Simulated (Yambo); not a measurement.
G0W0@LDA for NaPF6 (space group Fm-3m, No. 225) in Yambo. Reference settings: 2×2×2 Γ-centred k mesh, bands 2 to 171 and a 7 Ry block in the screening, 171 bands in G with the Bruneval-Gonze terminator, plasmon pole fitted at 27.2 eV. The LDA gap Γ → Γ on this mesh is 7.24 eV; G0W0 gaps are taken between the same points.

The settings were changed. The gap went from 12.64 eV to 13.03 eV, and the shift of the valence edge from -3.22 eV to -3.22 eV.

### Question
What was changed between the two runs?
A. 70 bands in G, no terminator
B. 70 bands in W, 70 bands in G
C. 113 bands in W, 113 bands in G
D. pole fitted at 10 eV

### Answer
B, 70 bands in W, 70 bands in G. The others gave (gap, valence shift): 113 bands in W, 113 bands in G: 12.74, -3.18 eV; 70 bands in G, no terminator: 12.42, -2.65 eV; pole fitted at 10 eV: 12.58, -3.13 eV.

Geometry of the Materials Project entry, not relaxed at this level; primitive cell a = 5.4511 Å, b = 5.4511 Å, c = 5.4511 Å, α = 60.00°, β = 60.00°, γ = 60.00°.

A shift is the quasiparticle energy of the state minus its LDA energy.
